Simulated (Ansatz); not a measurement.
Here is the system:

FeB4 (space group Pnnm)

```xyz
10
Lattice="4.4651 0.0000 0.0000 0.0000 5.2606 0.0000 0.0000 0.0000 2.9887" Properties=species:S:1:pos:R:3 pbc="T T T"
Fe     2.2326     0.0000     0.0000
Fe     0.0000     2.6303     1.4944
B      0.7220     4.5952     1.4944
B      3.7432     0.6655     1.4944
B      2.9545     3.2958     0.0000
B      1.5106     1.9648     0.0000
B      3.3469     4.2743     1.4944
B      1.1182     0.9864     1.4944
B      1.1144     3.6167     0.0000
B      3.3507     1.6439     0.0000
```

The volume is varied about the relaxed value V₀ at fixed cell shape. The atoms relax within the cell's symmetry.

The numbers are results of PBEsol (plane waves to 420 eV, PAW, scalar-relativistic; Ansatz, a program for electronic structure), not measurements. k mesh 9×8×14 (Γ-centred), Fermi-Dirac smearing 0.05 eV. The energy includes the smearing's −TS. Stress and pressure are positive under compression. With the shape held, the modulus is that of even scaling; a crystal free to change shape is softer. FeB4 is run without spin polarisation. FeB4 was relaxed with its symmetry unable to fall. The zero of ΔE is the relaxed starting cell.

The scan covers V/V₀ from 0.940 to 1.060 in 13 points.

Q: What is ΔE at V/V₀ = 0.940?

A: 26 meV/atom.

Q: What is ΔE at V/V₀ = 1.060?

A: 21 meV/atom.

Q: What pressure does the cell carry at V/V₀ = 0.940?

A: 20.8 GPa.

(A scan under strain: stresses follow from slopes of the energy per volume, elastic moduli from its curvatures.)
